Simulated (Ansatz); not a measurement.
SrAlO2F in space group P4/mmm (No. 123; Sr on 1d, Al on 1a, O on 2f, F on 1b) at seven volumes, DFT-PBEsol in the program Ansatz with PAW potentials, shape and atoms relaxed at each. One row is withheld.

```
V (Å³/atom)  P (GPa)
-----------  -------
9.892          17.99
10.218         11.01
10.544          5.06
10.871          0.00
11.197             ?
11.523         -7.99
11.849        -11.11
```

Q: Fit the shown pressures and predict the withheld one.

A: Third-order Birch–Murnaghan: P = (3/2)B₀(x^(7/2) − x^(5/2))[1 + (3/4)(B′ − 4)(x − 1)] with x = (V₀/V)^(2/3). Least squares on the six rows gives V₀ = 10.871 Å³/atom, B₀ = 155.4 GPa, B′ = 4.33. At V = 11.197, x = 0.9805 and P = -4.31 GPa. The run itself gave -4.31 GPa.

The start of the workflow was typed in or built on a structure type; neither database checked (COD, Materials Project) lists it. Whether it is the stable phase at ambient conditions was not checked. The PBEsol relaxation kept the symmetry of its start; whether a distortion lowers the energy is not shown.

Potentials: the earlier of the program's two PAW sets. The files were generated under PBE; for other functionals the program regenerates the frozen cores, and for LDA and PBEsol the local potential too.
